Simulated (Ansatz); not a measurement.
# Computed generalised stacking-fault energy along a line: CaF2 (fluorite)

CaF$_{2}$ (fluorite) is sheared across one {100} plane: the third cell vector gains the shift, so faults repeat every 8.3 Å. The cut lies between planes 1.38 Å apart; the cell height is held.

```yaml
crystal:
  lattice:
    - [3.89684, 0.00000, 0.00000]
    - [0.00000, 3.89684, 0.00000]
    - [1.94842, 1.94842, 8.26644]
  atoms:
    - { symbol: Ca, position: [0.00000, 0.00000, 0.91667] }
    - { symbol: Ca, position: [0.33333, 0.33333, 0.25000] }
    - { symbol: Ca, position: [0.66667, 0.66667, 0.58333] }
    - { symbol: F, position: [0.91667, 0.41667, 0.08333] }
    - { symbol: F, position: [0.25000, 0.75000, 0.41667] }
    - { symbol: F, position: [0.58333, 0.08333, 0.75000] }
    - { symbol: F, position: [0.41667, 0.91667, 0.08333] }
    - { symbol: F, position: [0.75000, 0.25000, 0.41667] }
    - { symbol: F, position: [0.08333, 0.58333, 0.75000] }
```

In-plane vectors a = (3.897, 0.000) Å, b = (0.000, 3.897) Å, area 15.19 Å². The shift is s times the vector a (length 3.897 Å), so s = 1 restores the start. Atoms relax along the normal only. γ = [E(shift) − E(0)] / area.

All values below come from PBE (plane waves to 420 eV, PAW, scalar-relativistic; Ansatz, a program for electronic structure). k mesh 7×7×7 (Γ-centred), Fermi-Dirac smearing 0.05 eV. E is the zero-smearing estimate. Stress and pressure are positive under compression. Some relaxations began with atoms very close together and may have settled on another branch. Faults lie only 8.3 Å apart, and holding the cell height raises γ above its relaxed value. CaF2 was relaxed with its symmetry unable to fall. γ is measured from zero shift.

```json
[
 {"s": "0.000", "γ (meV/Å²)": "0.0", "σ normal to the fault (GPa)": "0.0"},
 {"s": "0.083", "γ (meV/Å²)": "6.3", "σ normal to the fault (GPa)": "0.7"},
 {"s": "0.167", "γ (meV/Å²)": "20.0", "σ normal to the fault (GPa)": "2.4"},
 {"s": "0.250", "γ (meV/Å²)": "36.7", "σ normal to the fault (GPa)": "4.1"},
 {"s": "0.333", "γ (meV/Å²)": "52.9", "σ normal to the fault (GPa)": "5.5"},
 {"s": "0.417", "γ (meV/Å²)": "64.9", "σ normal to the fault (GPa)": "6.2"},
 {"s": "0.500", "γ (meV/Å²)": "69.4", "σ normal to the fault (GPa)": "6.5"},
 {"s": "0.583", "γ (meV/Å²)": "64.9", "σ normal to the fault (GPa)": "6.2"},
 {"s": "0.667", "γ (meV/Å²)": "52.9", "σ normal to the fault (GPa)": "5.5"},
 {"s": "0.750", "γ (meV/Å²)": "36.7", "σ normal to the fault (GPa)": "4.1"},
 {"s": "0.833", "γ (meV/Å²)": "20.0", "σ normal to the fault (GPa)": "2.4"},
 {"s": "0.917", "γ (meV/Å²)": "6.3", "σ normal to the fault (GPa)": "0.7"}
]
```

Read from the data:

```
Item                                                                            Result
------------------------------------------------------------  ------------------------
Highest computed γ on the line                                              1111 mJ/m²
Position of the highest point                                                s = 0.500
Local minima between the ends                                 no computed point is one
Steepest slope dγ/d(shift) before the first maximum (spline)                   8.4 GPa
```

(The slope of γ gives the shear force per area between the displaced halves; near zero shift its curvature is an elastic stiffness.)
